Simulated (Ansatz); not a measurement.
# Deforming Hf

```
Hf
1.0
    -1.80500    1.80500    1.80500
     1.80500   -1.80500    1.80500
     1.80500    1.80500   -1.80500
Hf
1
Direct
  0.00000 0.00000 0.00000
```

The conventional cell has a = 3.610 Å, b = 3.610 Å, c = 3.610 Å, α = 90.00°, β = 90.00°, γ = 90.00°. Hf (atom 1) has 8 Hf at 3.13 Å as nearest neighbours.

The cell comes from COD entry 1522789, which wasn't checked; take it as a given geometry.

Spin–orbit coupling is left out, though it moves levels of the heavy atoms by tenths of an eV or more.

Level of theory: Ansatz 0.2.0, DFT, PBEsol, all-electron LAPW, scalar-relativistic.

Numerical set-up: a Γ-centred 16×16×16 k mesh, Fermi–Dirac smearing of 0.08 eV, basis error target 1 meV/atom, no spin polarisation.

The unchanged cell is at -8.89 GPa.

In a metal, stresses and small energies carry noise from the k mesh.

x, y and z are the Cartesian axes of the cell as listed; fractional coordinates follow a strain, and an engineering shear is twice the off-diagonal strain component.

With equal xy, yz and zx engineering shear strains of -2 %: energy change +3 meV/atom; stress change (xx, yy, zz, yz, xz, xy) 0.05, 0.05, 0.05, 0.85, 0.85, 0.85 GPa, compression positive.

With equal xy, yz and zx engineering shear strains of -1 %: energy change under 1 meV/atom; stress change (xx, yy, zz, yz, xz, xy) 0.01, 0.01, 0.01, 0.44, 0.44, 0.44 GPa, compression positive.

(1) With this change (equal xy, yz and zx engineering shear strains of +1 %), what becomes of the energy and stress?

With equal xy, yz and zx engineering shear strains of +2 %: energy change +4 meV/atom; stress change (xx, yy, zz, yz, xz, xy) 0.05, 0.05, 0.05, -0.91, -0.91, -0.91 GPa, compression positive.

## Answers

(1) Energy change under 1 meV/atom; stress change (xx, yy, zz, yz, xz, xy) 0.01, 0.01, 0.01, -0.45, -0.45, -0.45 GPa, compression positive.
